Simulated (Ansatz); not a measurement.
Nb2C in space group Pnma (No. 62; Nb on 4c, Nb on 4c, C on 4c) under volume change, DFT-r²SCAN in the program Ansatz with PAW potentials, shape and atoms relaxed at each volume.

```
V (Å³/atom)  E − E(relaxed) (meV/atom)  P (GPa)
-----------  -------------------------  -------
12.807                            99.2    27.13
13.229                            41.8    16.70
13.651                             9.9     7.72
14.073                             0.0     0.00
14.495                             8.9    -6.59
14.918                            33.9   -12.19
15.340                            72.4   -16.92
```

Q: What does a third-order Birch–Murnaghan fit give for V₀, B₀ and B′?

A: V₀ = 14.07 Å³/atom, B₀ = 236 GPa, B′ = 4.2.

The first step of the workflow began from a Materials Project structure, measured or hypothetical; the Crystallography Open Database copy checked does not list it. Its standing as an ambient phase is unchecked. The cell was relaxed with r²SCAN under the symmetry of its start; its stability against distortions is not shown here. The run is not spin-polarised.

Potentials: the later of the program's two PAW sets.
